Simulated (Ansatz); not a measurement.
Sb2Se3 — 121Sb nuclear quadrupole resonance

Cell: a Materials Project structure (computed, not necessarily an observed phase), atoms as given.

```yaml
crystal:
  lattice:
    - [12.82303, 0.00000, 0.00000]
    - [0.00000, 3.80836, 0.00000]
    - [0.00000, 0.00000, 15.05570]
  atoms:
    - { symbol: Sb, position: [0.51489, 0.25000, 0.23859] }
    - { symbol: Sb, position: [0.01489, 0.25000, 0.26141] }
    - { symbol: Sb, position: [0.48512, 0.75000, 0.76141] }
    - { symbol: Sb, position: [0.98511, 0.75000, 0.73859] }
    - { symbol: Sb, position: [0.18713, 0.25000, 0.05727] }
    - { symbol: Sb, position: [0.81287, 0.75000, 0.94273] }
    - { symbol: Sb, position: [0.31287, 0.75000, 0.55727] }
    - { symbol: Sb, position: [0.68713, 0.25000, 0.44273] }
    - { symbol: Se, position: [0.67894, 0.25000, 0.98263] }
    - { symbol: Se, position: [0.71215, 0.25000, 0.26997] }
    - { symbol: Se, position: [0.28785, 0.75000, 0.73003] }
    - { symbol: Se, position: [0.32106, 0.75000, 0.01737] }
    - { symbol: Se, position: [0.21215, 0.25000, 0.23003] }
    - { symbol: Se, position: [0.78785, 0.75000, 0.76997] }
    - { symbol: Se, position: [0.53970, 0.25000, 0.64828] }
    - { symbol: Se, position: [0.82106, 0.75000, 0.48263] }
    - { symbol: Se, position: [0.03970, 0.25000, 0.85172] }
    - { symbol: Se, position: [0.17894, 0.25000, 0.51737] }
    - { symbol: Se, position: [0.96030, 0.75000, 0.14828] }
    - { symbol: Se, position: [0.46030, 0.75000, 0.35172] }
```

Atoms are numbered from 1 in the order listed; like atoms form one site, named after its first atom.

Level of theory: DFT, PBE, plane waves and PAW, scalar-relativistic, 420 eV cutoff, Γ-centred 3×7×2 k-points, Fermi–Dirac smearing 0.02 eV (Ansatz 0.2.0).

121Sb: I = 5/2, Q = -543.0 mb (year-2017 value). Static lattice, zero field.

Sites with a gradient: Sb1 (atoms 1, 2, 3, 4; 3 Se at 2.57–2.65 Å); Sb5 (atoms 5, 6, 7, 8; 3 Se at 2.62–2.63 Å).

(1) The simulated spectrum has lines at 37.5, 44.8, 74.6, 86.6 MHz. Sort them into the sets that belong together, and say which site each set most likely comes from.

Answers

(1) For I = 5/2 and η = 0 the lines are 3|C_Q|/20 and twice that; η pulls their ratio below 2. Sb1: 44.8, 86.6 MHz (|C_Q| = 290 MHz, η = 0.16). Sb5: 37.5, 74.6 MHz (|C_Q| = 249 MHz, η = 0.07).

The sites follow from the calculation. At Sb5 and Sb1 V_zz stands upright on the plane through its three neighbours (within 11°) in each case. Like point charges on the first shell alone (each adding as 1/d³) would put Sb5 above Sb1: the covalent part of each bond and the atoms beyond the first shell count as well.

Without spin–orbit coupling (the program notes it for Sb) the gradients can shift somewhat, as the gap is small. With these PAW files V_zz is typically within 2 to 3 % of all-electron values, but misses above 10 % occur on Sb.

Hardware: 2 threads of Arm Neoverse N1 (aarch64; 36 cores open to the job, memory cap 5.0 GiB, no GPU), a shared host with a load of 0.9 a core. Wall time 4.2 min, CPU time 8.4 min, peak memory 2.4 GiB.
